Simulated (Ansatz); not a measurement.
BaTiO$_{3}$:
```
CELL_PARAMETERS angstrom
      3.97020     0.00000     0.00000
      0.00000     3.97020     0.00000
      0.00000     0.00000     3.97020
ATOMIC_POSITIONS crystal
  Ba 0.50000 0.50000 0.50000
  Ti 0.00000 0.00000 0.00000
  O  0.50000 0.00000 0.00000
  O  0.00000 0.50000 0.00000
  O  0.00000 0.00000 0.50000
```

Relaxed with PBEsol. Special points in fractions of this cell's reciprocal vectors: Γ (0.000, 0.000, 0.000); X (0.000, 0.500, 0.000); M (0.500, 0.500, 0.000); R (0.500, 0.500, 0.500).

Problem. List the band energies nearest the valence-band maximum at these points for the program Ansatz at the PBEsol with spin–orbit coupling level (PAW).

Solution. In eV from the valence-band maximum; about four levels below and three above (degenerate sets whole), none deeper than 8.9 eV; points with the same levels are listed once.

```json
[
 {"k": "Γ", "below": "-0.03 -0.03 -0.03 -0.03", "above": "1.80 1.80 1.80 1.80"},
 {"k": "X", "below": "-0.69 -0.69 -0.66 -0.66", "above": "1.95 1.95 3.64 3.64"},
 {"k": "M", "below": "-0.74 -0.74 -0.06 -0.06", "above": "3.67 3.67 3.69 3.69"},
 {"k": "R", "below": "0.00 0.00 0.00 0.00", "above": "4.37 4.37 4.37 4.37"}
]
```

Space group Pm-3m (cubic perovskite). This is a known high-temperature phase of the composition, computed here at zero pressure and temperature. The cell was relaxed with PBEsol under the symmetry of its start; its stability against distortions is not shown here. The run is not spin-polarised.

Potentials: the earlier of the program's two PAW sets. The files were generated under PBE; for other functionals the program regenerates the frozen cores, and for LDA and PBEsol the local potential too.
